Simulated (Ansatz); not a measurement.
SnSe₂ (CdI2 type)

```cif
data_Se2Sn
_chemical_formula_sum 'Sn1 Se2'
_space_group_name_H-M_alt 'P 1'
_space_group_IT_number 1
_cell_length_a 3.83990
_cell_length_b 3.83990
_cell_length_c 6.00885
_cell_angle_alpha 90.000
_cell_angle_beta 90.000
_cell_angle_gamma 120.000
loop_
_space_group_symop_operation_xyz
  'x, y, z'
loop_
_atom_site_label
_atom_site_type_symbol
_atom_site_fract_x
_atom_site_fract_y
_atom_site_fract_z
_atom_site_occupancy
Sn1 Sn 0.00000 0.00000 0.00000 1
Se1 Se 0.33333 0.66667 0.26521 1
Se2 Se 0.66667 0.33333 0.73479 1
```

E(V) scan at fixed shape, V₀ the volume above. The atoms relax within the cell's symmetry.

These are PBE-D3(BJ) (plane waves to 420 eV, PAW, scalar-relativistic; Ansatz, a first-principles code) values and carry that method's errors. k mesh 10×10×6 (Γ-centred), Fermi-Dirac smearing 0.05 eV. Energies are smeared free energies. With the shape held, the modulus is that of even scaling; a crystal free to change shape is softer. SnSe2 was relaxed with its symmetry unable to fall. ΔE is measured from the relaxed starting cell. The last digit holds for this mesh only.

| V (Å³/atom) | ΔE (meV/atom) |
|---|---|
| 21.484 | 116.9 |
| 22.303 | 69.7 |
| 23.121 | 36.5 |
| 23.940 | 15.1 |
| 24.758 | 3.5 |
| 25.576 | 0.0 |
| 26.395 | 3.1 |
| 27.213 | 11.7 |
| 28.032 | 24.7 |
| 28.850 | 41.5 |
| 29.669 | 61.2 |

What is the fitted pressure derivative B₀′?

5.0.

What bulk modulus at fixed cell shape B₀ follows from a third-order Birch-Murnaghan fit?

40.4 GPa. Check by three points about V = 25.576 Å³/atom, step 1.637: d²E/dV² ≈ (15 − 2·0 + 12) meV / 1.637² = 0.0101 eV/Å⁶, and V·d²E/dV² × 160.2 = 41.3 GPa.

(Under strain, the slope of the energy per volume gives the stress and its curvature an elastic modulus.)
